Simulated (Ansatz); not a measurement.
## Calculated with Ansatz: Cs2LiB6Os, settings compared

input.yaml:

```yaml
crystal:
  lattice:
    - [0.0, 4.078104, 4.078104]
    - [4.078104, 0.0, 4.078104]
    - [4.078104, 4.078104, 0.0]
  atoms:
    - { symbol: Li, position: [0.5, 0.5, 0.5] }
    - { symbol: Cs, position: [0.25, 0.25, 0.25] }
    - { symbol: Cs, position: [0.75, 0.75, 0.75] }
    - { symbol: Os, position: [0.0, 0.0, 0.0] }
    - { symbol: B, position: [0.767, 0.233, 0.233] }
    - { symbol: B, position: [0.233, 0.767, 0.233] }
    - { symbol: B, position: [0.233, 0.767, 0.767] }
    - { symbol: B, position: [0.767, 0.233, 0.767] }
    - { symbol: B, position: [0.233, 0.233, 0.767] }
    - { symbol: B, position: [0.767, 0.767, 0.233] }
  symmetry: { tolerance: 0.0003 }
kpoints:
  mp_grid: { grid: [4, 4, 4], shift: [0, 0, 0] }
magnetization:
  spin_polarized: false
scf:
  occupations: { method: fermi_dirac }
hamiltonian:
  pseudopotentials: { kind: paw }
  xc: pbe
basis:
  ecutwfc: 420
output:
  forces: true
  stress: true
  eigenvalues: true
```

Launch command:

```bash
ansatz run input.yaml --threads 1 --pin off --max-ram 2560MiB --backend cpu --events-out ev --progress --plain --runs-dir out
```

Origin of the cell: a known structure type with other elements, at an estimated volume, so it need not be a known compound.

The smearing width isn't typed, so it takes its default of 0.1 eV.

Output of this run (shortened):

```
Pseudopotentials: kind: paw
Pseudopotential: Li, paw, valence charge 3, recommended cutoff 420 eV (normal), Li.paw.azcp
Pseudopotential: Cs, paw, valence charge 9, recommended cutoff 420 eV (normal), Cs.paw.azcp
Pseudopotential: Os, paw, valence charge 16, recommended cutoff 420 eV (normal), Os.paw.azcp
Pseudopotential: B, paw, valence charge 3, recommended cutoff 420 eV (normal), B.paw.azcp
Functional definition: PBE
  exchange = pbe_x(kappa = kappa, mu = beta*pi^2/3)
  correlation = pbe_c(beta = beta)
Crystal: 10 atoms, lattice volume = 135.645 Å³
Basis set: ecut = 420 eV, 2685 PW (Γ), exchange–correlation on 80×80×80 points (8 copies of the dense FFT grid, shifted against one another)
Bands: 38, of which v1, the nominal top of the filled ones, is band 28 counted from 1 (27 counted from 0)
Symmetry: 48 space group operations
[… 10 lines left out …]
Initial density: superposition of atomic densities (neutral atoms: chi_scale 0, normalization atom), corrected by the library's trained network
Functional: x = pbe(κ = 0.804, μ = 0.219515), c = pbe(β = 0.066725)
SCF iter   1: F=—  HF=-23847.070412 eV  Δρ=1.00e-2  dr2=2.23e-1
SCF iter   2: F=—  HF=-23847.037080 eV  Δρ=2.83e-3  dr2=1.34e-2
SCF iter   3: F=—  HF=-23847.037832 eV  Δρ=1.63e-3  dr2=5.18e-3
SCF iter   4: F=—  HF=-23847.037470 eV  Δρ=2.94e-4  dr2=1.47e-4
SCF iter   5: F=—  HF=-23847.037473 eV  Δρ=3.96e-5  dr2=3.16e-6
SCF iter   6: F=—  HF=-23847.037460 eV  Δρ=9.67e-6  dr2=1.81e-7
SCF iter   7: F=-23847.037460 eV  HF=-23847.037460 eV  Δρ=1.86e-6  dr2=4.82e-9
SCF 1 converged in 7 iterations: F = -23847.037460 eV  dr2 = 4.82e-9
SCF converged after 7 iterations
Free energy (F): -23847.037460 eV
Harris-Foulkes:  -23847.037460 eV  (|F-HF|=3.60e-10)
Internal energy: -23846.866344 eV  (E = F + TS)
E sigma→0 (E₀):  -23846.951902 eV
Entropy (-TS):   -0.171116 eV (-17.112 meV/atom)
Fermi energy:    10.876889 eV
--- Per-component energies (eV) ---
  E_band       = -268.839515
  E_kinetic    = 1147.437358
  E_local      = -2579.791839  (includes V_loc(G=0)·N_el)
  E_nonlocal   = 122.380763
  E_hartree    = 1052.314575
  E_xc         = -818.329343
  E_vxc        = -779.671638  (∫ρ·V_xc dr)
  E_paw        = -19641.326950  (= ΣΔE_a)
  E_vpaw       = -283.822108  (= ΣTr[D̂ρ^β])
  E_aug_tail   = -0.000087  (compensation charges beyond the density's cutoff)
  E_ewald      = -3129.550821
  E_smearing   = -0.171116  (= −TS)
  Σ components = -23847.037460   (vs F -23847.037460, Δ=0.00e0)
--- Forces (eV/Å), atoms counted from 1 ---
  atom   1  Li     0.000000    -0.000000     0.000000
  atom   2  Cs     0.000000    -0.000000     0.000000
  atom   3  Cs    -0.000000    -0.000000     0.000000
[… 2 lines left out …]
  atom   6  B      0.000000     3.700272     0.000000
  atom   7  B     -3.700272     0.000000     0.000000
  atom   8  B      0.000000    -3.700272    -0.000000
  atom   9  B      0.000000    -0.000000     3.700272
  atom  10  B      0.000000    -0.000000    -3.700272
  max |Σ_I F_I| component: 1.78e-15 eV/Å
--- Stress (GPa, compression-positive) ---
       34.764884       0.000000       0.000000
       -0.000000      34.764884       0.000000
       -0.000000      -0.000000      34.764884
  P = ⅓ Tr σ = 34.7649 GPa (347.649 kbar)
```

The same input was run again with these changes:

1. `kpoints.mp_grid.shift` [0, 0, 0] → [0.5, 0.5, 0.5]; `scf.occupations.method` fermi_dirac → cold; `scf.occupations.width` default → 0.05; `magnetization` { spin_polarized: false } → { spin_polarized: true } (starts: flip); typed moments: none
2. `kpoints.mp_grid.grid` [4, 4, 4] → [3, 3, 3]
3. `basis.ecutrho_ratio` default → 9
4. `scf.mixing.algorithm` default → broyden; `scf.mixing.beta` default → 0.5; `hamiltonian.pseudopotentials` { kind: paw } → { kind: nc, accuracy: standard }

| run | end | SCF iterations | P (GPa) | max force component (eV/Å) | moment (μB) | ΔE(σ→0) (meV/atom) |
| --- | --- | --- | --- | --- | --- | --- |
| base | converged | 7 | 34.76 | 3.700 | – | 0 |
| 1 | converged | 15 | 34.73 | 3.734 | 0.00 | -5.87 |
| 2 | converged | 6 | 34.79 | 3.837 | – | 4.95 |
| 3 | converged | 7 | 34.76 | 3.700 | – | 0.00 |
| 4 | converged | 9 | 35.72 | 3.932 | – | – |

Energies are compared only where functional, datasets, charge and starting cell are the same.

Not properties of the system: run 2 (too coarse or loose: `kpoints.mp_grid.grid` = [3, 3, 3]).

Caveats of the base run: no moments, though an odd count or open d shells may carry them; no spin-orbit coupling, though heavy elements are present; the given cell is far from equilibrium, with atoms too close or a volume far off; the k mesh is coarse if the cell is a metal.

Run 1: spin is on but no moment was typed; the k mesh keeps only part of the crystal's symmetry.
Run 4: the cutoff lies below the datasets' advice.

The base run ran for 3.1 s of wall time on 1 CPU thread(s) of a shared host, from the program's own first density.
